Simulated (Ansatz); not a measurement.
MgO:
Space group P6₃mc (No. 186); a = b = 3.2888 Å, c = 5.0323 Å, α = β = 90.00°, γ = 120.00°

| atom | site | symmetry | x | y | z |
|---|---|---|---|---|---|
| Mg | 2b | 3m. | 0.3333 | 0.6667 | 0.0049 |
| O | 2b | 3m. | 0.3333 | 0.6667 | 0.3997 |

Relaxed with r²SCAN.

Q: Which orbitals make up the states near the band edges in DFT-r²SCAN in the program Ansatz with PAW potentials?

A: Top 1 eV of the valence band: O 2p 98 %. Bottom 1 eV of the conduction band: Mg 3s 64 %, O 2s 26 %, O 2p 8 %. Projections are on Löwdin-orthogonalised atomic valence shells; empty p or d shells of many metals are not among them.

Q: Tabulate the density of states.

A: States/eV per cell of 4 atoms, in 0.25 eV bins, energy from the valence-band maximum.

```tsv
E (eV)	total	O 2p	Mg 3s	O 2s
-3.35	0.00	0.00	0.00	0.00
-3.10	1.16	0.98	0.16	0.00
-2.85	3.83	3.24	0.47	0.03
-2.60	5.07	4.30	0.60	0.06
-2.35	2.49	2.10	0.29	0.05
-2.10	2.15	1.86	0.20	0.04
-1.85	1.82	1.63	0.13	0.02
-1.60	3.00	2.79	0.11	0.02
-1.35	3.75	3.56	0.08	0.01
-1.10	5.09	4.90	0.05	0.01
-0.85	5.80	5.63	0.03	0.01
-0.60	7.99	7.81	0.02	0.00
-0.35	5.26	5.17	0.00	0.00
-0.10	0.59	0.58	0.00	0.00
0.15	0.00	0.00	0.00	0.00
0.40	0.00	0.00	0.00	0.00
0.65	0.00	0.00	0.00	0.00
0.90	0.00	0.00	0.00	0.00
1.15	0.00	0.00	0.00	0.00
1.40	0.00	0.00	0.00	0.00
1.65	0.00	0.00	0.00	0.00
1.90	0.00	0.00	0.00	0.00
2.15	0.00	0.00	0.00	0.00
2.40	0.00	0.00	0.00	0.00
2.65	0.00	0.00	0.00	0.00
2.90	0.00	0.00	0.00	0.00
3.15	0.00	0.00	0.00	0.00
3.40	0.00	0.00	0.00	0.00
3.65	0.00	0.00	0.00	0.00
3.90	0.00	0.00	0.00	0.00
4.15	0.00	0.00	0.00	0.00
4.40	0.02	0.00	0.01	0.01
4.65	0.05	0.00	0.03	0.01
4.90	0.08	0.01	0.05	0.02
5.15	0.10	0.01	0.07	0.03
5.40	0.13	0.02	0.08	0.03
5.65	0.17	0.02	0.10	0.04
5.90	0.20	0.03	0.12	0.04
6.15	0.24	0.04	0.15	0.04
6.40	0.30	0.05	0.19	0.05
6.65	0.35	0.06	0.22	0.05
6.90	0.39	0.07	0.24	0.05
7.15	0.47	0.08	0.28	0.06
7.40	0.59	0.09	0.35	0.06
7.65	0.74	0.11	0.41	0.06
7.90	1.00	0.12	0.50	0.07
8.15	1.54	0.14	0.58	0.06
8.40	1.90	0.14	0.55	0.05
8.65	1.95	0.13	0.43	0.03
8.90	2.12	0.11	0.31	0.02
```

Space group P6_3mc (wurtzite). The workflow started from a Materials Project entry (that database holds measured and hypothetical structures alike); the Crystallography Open Database copy checked does not list it. It is not the phase usual at ambient conditions (space group No. 225). The cell was relaxed with r²SCAN under the symmetry of its start; whether a distortion lowers the energy is not shown.

Potentials: the later of the program's two PAW sets.
